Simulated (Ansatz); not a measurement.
The cell was built from the rocksalt type and relaxed in the same program, and has space group Fm-3m; it needn't be a known or the stable phase.

An input for SbP and the output that it gave: DFT, PBE, all-electron LAPW, scalar-relativistic (Ansatz 0.2.0).

```yaml
crystal:
  lattice:
    - [0.0, 2.817732129, 2.817732129]
    - [2.817732129, 0.0, 2.817732129]
    - [2.817732129, 2.817732129, 0.0]
  atoms:
    - { symbol: Sb, position: [0.0, 0.0, 0.0] }
    - { symbol: P, position: [0.5, 0.5, 0.5] }
kpoints:
  mp_grid: { grid: [11, 11, 11] }
  band_path:
    path:
      - [0.0, 0.0, 0.0]
      - [0.5, 0.0, 0.5]
      - [0.625, 0.25, 0.625]
      - [0.375, 0.375, 0.75]
      - [0.0, 0.0, 0.0]
      - [0.5, 0.5, 0.5]
      - [0.5, 0.25, 0.75]
      - [0.5, 0.0, 0.5]
    npoints: 8
scf:
  occupations: { method: fermi_dirac, width: 0.05 }
hamiltonian:
  xc: pbe
  pseudopotentials: { kind: all_electron, lapw: { basis_error: 0.0005 } }
output:
  forces: true
  stress: true
  eigenvalues: true
  populations: true
  dos: { projected: true, de: 0.2, e_range: [-14, 8] }
```

Output:

```
Sb: projections on atomic orbitals take those of the free atom 1s2 2s2 2p6 3s2 3p6 3d10 4s2 4p6 4d10 5s2 5p3, of charge +0.00 (hamiltonian.pseudopotentials.projection_atoms)
P: projections on atomic orbitals take those of the free atom 1s2 2s2 2p6 3s2 3p3, of charge +0.00 (hamiltonian.pseudopotentials.projection_atoms)
LAPW: plane waves up to 7.227 Å⁻¹, error target 5.0e-4 eV per atom; small_component_spin mean_spin; P in spheres of 1.235 Å, 13 of its electrons in bands, Dirac shells []; Sb in spheres of 1.583 Å, 23 of its electrons in bands, Dirac shells []
Engine: ansatz 0.2.0
Pseudopotentials: kind: all_electron
Pseudopotential: Sb, LAPW, valence charge 23, Koelling and Harmon's equation, gaussian nucleus
Pseudopotential: P, LAPW, valence charge 13, Koelling and Harmon's equation, gaussian nucleus
Functional definition: PBE
  parameter kappa = 0.804
  parameter beta = 0.06672455060314922
  exchange = pbe_x(kappa = kappa, mu = beta*pi^2/3)
  correlation = pbe_c(beta = beta)
Crystal: 2 atoms, lattice volume = 44.743 Å³
Basis set: ecut = 198.96818040497078 eV, 283 PW (Γ), exchange–correlation at level 2
Bands: 22, of which v1, the nominal top of the filled ones, is band 18 counted from 1 (17 counted from 0)
Symmetry: 48 space group operations
Space group: Fm-3m (ITA 225), of the structure as read, at distance tolerance 3.6e-5 Å
k-points: 56 of 1331
Non-local potential: Sb, projectors of the file, none
Non-local potential: P, projectors of the file, none
Initial density: superposition of atomic densities (chi_scale 0.1, normalization cell, long waves kept (reshape's long-wave potential 0.00 eV rms))
Initial wavefunctions: plane waves of lowest kinetic energy (no species holds an atomic orbital)
Functional: x = pbe(κ = 0.804, μ = 0.2195149727645171), c = pbe(β = 0.06672455060314922)
iter 1 solved again at ethr=1.70e-3 eV; its pass at ethr=1.00e-1 eV (dr2=6.12e-1 eV) is discarded
SCF iter   1: F=—  HF=-185677.101450 eV  |F-HF|=—  |Δ(HF+E_count)|=         —  Δρ=2.68e-2  dr2=6.12e-1  ethr=1.70e-3  ⟨swp⟩=2.0  Hψ=8436  notcnv=0
preconditioner: auto → Kerker (q_TF=auto, 2.631 Å⁻¹)  [metal: Δε(μ)=0.122 eV  Ē_g=9.505 eV  σ=0.050 eV  W_gap=0.43  n_scr=14 (ndim 8)  ℏωp=17.6 eV  f_vac=0.000  D(μ)=0.48/eV (n_scr^D=0)]
SCF iter   2: F=—  HF=-185676.937639 eV  |F-HF|=—  |Δ(HF+E_count)|=   1.64e-1  Δρ=1.33e-2  dr2=1.35e-1  ethr=1.70e-3  ⟨swp⟩=2.0  Hψ=3852  notcnv=0
preconditioner: auto → none  [insulator: Δε(μ)=0.201 eV  Ē_g=9.463 eV  σ=0.050 eV  W_gap=0.71  n_scr=14 (ndim 8)  ℏωp=17.6 eV  f_vac=0.000  D(μ)=0.30/eV (n_scr^D=0)  ε∞_Penn≈4.4]
iter 3 solved again at ethr=1.21e-5 eV; its pass at ethr=3.74e-4 eV (dr2=4.37e-3 eV) is discarded
SCF iter   3: F=—  HF=-185676.923938 eV  |F-HF|=—  |Δ(HF+E_count)|=   1.37e-2  Δρ=3.83e-3  dr2=4.36e-3  ethr=1.21e-5  ⟨swp⟩=2.0  Hψ=6369  notcnv=0
SCF iter   4: F=—  HF=-185676.926688 eV  |F-HF|=—  |Δ(HF+E_count)|=         —  Δρ=1.23e-3  dr2=7.41e-4  ethr=1.21e-5  ⟨swp⟩=2.6  Hψ=3672  notcnv=0
the basis was enlarged: its passes take 1.7 MiB over the memory plan, 1 of 1 planned eigensolver slots
SCF iter   5: F=—  HF=-185676.926098 eV  |F-HF|=—  |Δ(HF+E_count)|=   5.90e-4  Δρ=4.55e-4  dr2=1.57e-4  ethr=2.06e-6  ⟨swp⟩=2.0  Hψ=3631  notcnv=0
SCF iter   6: F=—  HF=-185676.926081 eV  |F-HF|=—  |Δ(HF+E_count)|=   1.69e-5  Δρ=5.81e-5  dr2=2.53e-6  ethr=4.35e-7  ⟨swp⟩=2.0  Hψ=3630  notcnv=0
SCF iter   7: F=-185676.926081 eV  HF=-185676.926081 eV  |F-HF|=4.69e-9  |Δ(HF+E_count)|=   2.68e-7  Δρ=4.57e-6  dr2=6.62e-9  ethr=7.04e-9  ⟨swp⟩=2.6  Hψ=3671  notcnv=0
SCF 1 converged in 7 iterations: F = -185676.926081 eV  dr2 = 6.62e-9
NSCF: frozen V_eff on 57 k-points
SCF converged after 7 iterations
Free energy (F): -185676.926081 eV
Harris-Foulkes:  -185676.926081 eV  (|F-HF|=4.69e-9)
Internal energy: -185676.923136 eV  (E = F + TS)
E sigma→0 (E₀):  -185676.924609 eV
Entropy (-TS):   -0.002945 eV (-1.472 meV/atom)
Fermi energy:    12.509837 eV
--- Per-component energies (eV) ---
  E_band       = -1830.061961
  E_kinetic    = 195212.743734
  E_xc         = -5274.938940
  E_electrostatic = -375614.727931  (all electrons and nuclei)
  E_smearing   = -0.002945  (= −TS)
  E_closure    = 0.000000  (closes the sum)
  E_atoms      = -185667.688745  (free atoms, spherical and without spin; not in F)
  Σ components = -185676.926081   (vs F -185676.926081, Δ=0.00e0)
  Basis errors (estimates in eV, not in F): energy 1.9e-4 per atom: plane waves 1.7e-4 (9.1e-5 summed), levels above the bands 3.2e-46, relativity 1.1e-8, radial functions 1.8e-5, core shells 2.1e-10; eigenvalues (radial functions only) 9.1e-7; not estimated: angular momenta, meshes, grids; target (lapw.basis_error) 5.0e-4; muffin-tin radii P 1.235 Å, Sb 1.583 Å
--- Forces (eV/Å), atoms counted from 1 ---
  atom   1  Sb     0.00000000     0.00000000     0.00000000
  atom   2  P     -0.00000000     0.00000000    -0.00000000
  max |Σ_I F_I| component: 7.69e-30 eV/Å
--- Stress (GPa, compression-positive) ---
        0.007208      -0.000000       0.000000
       -0.000000       0.007208       0.000000
        0.000000       0.000000       0.007208
  P = ⅓ Tr σ = 0.0072 GPa (0.072 kbar)
--- Band table (eV; the first three rows and the last of 56) ---
  k-point 0: bands = ["-156.2005", "-132.1795", "-106.6903", "-106.6903", "-106.6903", "-85.1505", "-85.1505", "-85.1505", "-16.9603", "-16.9603", "-16.9603", "-16.9561", "-16.9561", "-1.3421", "8.4717", "10.5033", "10.5033", "10.5033", "16.4694", "16.4694", "16.4694", "17.5286"]
  k-point 1: bands = ["-156.2005", "-132.1795", "-106.6903", "-106.6903", "-106.6903", "-85.1505", "-85.1505", "-85.1505", "-16.9600", "-16.9597", "-16.9597", "-16.9561", "-16.9561", "-1.2347", "7.7776", "10.5149", "10.5149", "10.9821", "15.8616", "15.8616", "16.0259", "17.6041"]
  k-point 2: bands = ["-156.2005", "-132.1795", "-106.6903", "-106.6903", "-106.6903", "-85.1505", "-85.1505", "-85.1505", "-16.9595", "-16.9593", "-16.9593", "-16.9552", "-16.9552", "-0.9138", "6.4808", "10.5635", "10.5635", "11.6425", "14.7856", "14.7856", "15.2265", "17.8653"]
  k-point 55: bands = ["-156.2005", "-132.1795", "-106.6903", "-106.6903", "-106.6903", "-85.1505", "-85.1505", "-85.1505", "-16.9633", "-16.9567", "-16.9541", "-16.9536", "-16.9460", "2.3307", "3.1634", "6.7159", "7.2221", "11.9422", "13.4518", "17.2850", "18.0083", "19.1591"]
--- Löwdin populations: 2 sites ---
  site symbol       q [e]
     0     Sb     50.5657
     1      P     15.3420
  spilling = 0.001399 (of n_electrons = 66.000000)
```
